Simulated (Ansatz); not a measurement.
## ZnS with Se replacing S: which input changes reach the field gradients?

Cell: a supercell of ZnS (space group P6_3mc) built from a structure deposited in the COD, with all atoms left at the host's positions.

```
Zn Se S
1.0
     7.64540    0.00000    0.00000
    -3.82270    6.62111    0.00000
     0.00000    0.00000   12.52000
Zn Se S
16 1 15
Cartesian
  0.0000 0.0000 0.0000
  -1.9114 3.3106 0.0000
  3.8227 0.0000 0.0000
  1.9114 3.3106 0.0000
  0.0000 0.0000 6.2600
  -1.9114 3.3106 6.2600
  3.8227 0.0000 6.2600
  1.9114 3.3106 6.2600
  0.0000 2.2070 3.1300
  -1.9114 5.5176 3.1300
  3.8227 2.2070 3.1300
  1.9113 5.5176 3.1300
  1.9114 1.1035 9.3900
  0.0000 4.4141 9.3900
  5.7341 1.1035 9.3900
  3.8227 4.4141 9.3900
  0.0000 0.0000 2.3475
  -1.9114 3.3106 2.3475
  3.8227 0.0000 2.3475
  1.9114 3.3106 2.3475
  0.0000 0.0000 8.6075
  -1.9114 3.3106 8.6075
  3.8227 0.0000 8.6075
  1.9114 3.3106 8.6075
  0.0000 2.2070 5.4775
  -1.9114 5.5176 5.4775
  3.8227 2.2070 5.4775
  1.9113 5.5176 5.4775
  1.9114 1.1035 11.7375
  0.0000 4.4141 11.7375
  5.7341 1.1035 11.7375
  3.8227 4.4141 11.7375
```

Atom numbers follow the list; atoms alike are taken as one site, whose name carries the number of the first.

Reference run. Computed with Ansatz: DFT, PBE, plane waves and PAW, scalar-relativistic, 420 eV cutoff, Γ-centred 3×3×2 k-points, Fermi–Dirac smearing 0.01 eV.

It gives V_zz (10²¹ V/m²) Se 0.44 (η 0.00), Zn9 -0.91 (η 0.06), S18 -0.32 (η 0.60), among others. Each of these runs changes the input as listed (caps on SCF iterations aside):

A. kpoints.mp_grid.grid: [3, 3, 2] → [2, 2, 1]; scf.algorithm: not typed → density_mixing
B. scf.convergence.dr2_threshold: not typed → 1e-09; scf.n_extra_bands: not typed → 4

(1) How does each run end, and how far do the gradients move?

Answers

(1) 

| run | Se V_zz (η) | Zn9 V_zz (η) | S18 V_zz (η) | largest change of a gradient tensor, all atoms | note |
| --- | --- | --- | --- | --- | --- |
| A | 0.82 (0.00) | -0.99 (0.20) | -0.45 (0.84) | 0.39 | converged; mesh coarser than the reference's |
| B | 0.44 (0.00) | -0.91 (0.06) | -0.32 (0.60) | 0.00 | converged |

Run A moves them most, on Se (V_zz from 0.44 to 0.82).

In run A the shift comes from kpoints.mp_grid.grid: the other keys steer the path to self-consistency or leave the density as it is.

On the reference run: The defect repeats with the cell of 32 atoms, so it feels its images: sites between two images don't show the values beside a lone defect, and zeros or small values of η there can come from the images' arrangement. S and Zn carry a gradient in the pure host already, so the values there aren't the defect's effect alone. The neighbours have not yet relaxed around the defect (largest force 0.77 eV/Å), so a real crystal will differ.
